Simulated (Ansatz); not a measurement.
A run on GdP (rocksalt type): DFT, PBEsol, norm-conserving pseudopotentials, Ansatz's default files, scalar-relativistic (Ansatz 0.2.0).

Command: `ansatz run input.yaml --threads 1 --pin off --max-ram 3072MiB --backend cpu --events-out ev --progress --plain --runs-dir out`

```yaml
crystal:
  lattice:
    - [0.0, 2.0823774428, 2.0823774428]
    - [2.0823774428, 0.0, 2.0823774428]
    - [2.0823774428, 2.0823774428, 0.0]
  atoms:
    - { symbol: Gd, position: [0.0, 0.0, 0.0], spin: 7.0 }
    - { symbol: P, position: [0.5, 0.5, 0.5] }
magnetization:
  spin_polarized: true
kpoints:
  mp_grid: { grid: [13, 13, 13] }
scf:
  occupations: { method: fermi_dirac, width: 0.05 }
hamiltonian:
  xc: pbesol
  pseudopotentials: { kind: nc }
output:
  forces: true
  stress: true
  eigenvalues: true
```

Question: How does the run end?

Answer: It is refused before any iteration. The log ends:
```
Error: no pseudopotential record for Gd at <dir> Nothing was run.
  By this build's list the table `kind: nc`, `accuracy: standard` of `hamiltonian.pseudopotentials` has no Gd in this build's library.
Fix: name a record of your own for Gd alone.
  For PBEsol this build's library has no other record for Gd that a `kind: nc` deck can take. What follows is what a deck of another `kind` or functional would find; either is another calculation.
  For LDA (`xc_functional: lda` under `hamiltonian.pseudopotentials`) it has Gd under
    kind: paw      source: jth
  For PBE (`xc_functional: pbe` under `hamiltonian.pseudopotentials`) it has Gd under
    kind: nc       accuracy: lanthanide_3plus (`lanthanide_3plus` for 3+ ions alone)
    kind: paw      source: ansatz, or accuracy: standard or stringent (the limits of `source: ansatz`: that key's Limitations)
  To change Gd alone, name a record of the deck's `kind` under `hamiltonian.pseudopotentials.azcp`, as `Gd: <path>` (`python -m ansatz.pseudopotential add <file.upf> <file.azcp>` makes one from a UPF file).
  `python` is the interpreter of the environment that holds the engine's wheel, or a checkout's `.venv/bin/python`.
```
